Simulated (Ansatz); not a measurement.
VBiO₄:
```
VBiO4
1.0
   -2.56064     2.56064     5.81001
    2.56064    -2.56064     5.81001
    2.56064     2.56064    -5.81001
V Bi O
2 2 8
Direct
  0.75000   0.25000   0.50000
  0.00000   0.00000   0.00000
  0.25000   0.75000   0.50000
  0.50000   0.50000   0.00000
  0.67226   0.06035   0.89013
  0.07774   0.18965   0.60987
  0.17023   0.78214   0.10987
  0.57977   0.46786   0.39013
  0.21786   0.32774   0.38809
  0.53214   0.92226   0.11191
  0.93965   0.82977   0.61191
  0.81035   0.42023   0.88809
```

Relaxed with r²SCAN. Special points in fractions of this cell's reciprocal vectors: Γ (0.000, 0.000, 0.000); X (0.000, 0.000, 0.500); P (0.250, 0.250, 0.250); N (0.000, 0.500, 0.000); M (0.500, 0.500, -0.500); S (0.299, 0.701, -0.299); S0 (-0.299, 0.299, 0.299); R (-0.097, 0.097, 0.500); G (0.500, 0.500, -0.097).

Problem. List the band energies nearest the valence-band maximum at these points for DFT-r²SCAN in the program Ansatz with PAW potentials.

Solution. In eV from the valence-band maximum; about four levels below and three above (degenerate sets whole), none deeper than 8.9 eV; points with the same levels are listed once.

| k | below | above |
|---|---|---|
| Γ | -1.02 -0.81 -0.81 -0.55 | 2.69 3.15 3.39 |
| X | -1.03 -1.03 -0.36 -0.36 | 3.07 3.07 3.33 3.33 |
| P | -1.03 -1.03 -0.36 -0.36 | 3.06 3.06 3.32 3.32 |
| N | -1.21 -1.08 -0.60 -0.17 | 2.45 2.89 3.30 3.31 |
| M | -1.05 -1.05 -0.88 -0.88 | 3.22 3.22 3.30 3.30 |
| S | -1.03 -1.03 -0.65 -0.39 | 2.56 2.87 3.32 |
| R | -1.14 -0.99 -0.40 -0.39 | 2.86 3.14 3.35 |

Space group I4_1/a. The cell was relaxed with r²SCAN under the symmetry of its start. The run is not spin-polarised. No Hubbard U is applied. Scalar-relativistic: spin–orbit coupling is off unless named, which matters more the heavier the elements.

Potentials: the later of the program's two PAW sets.
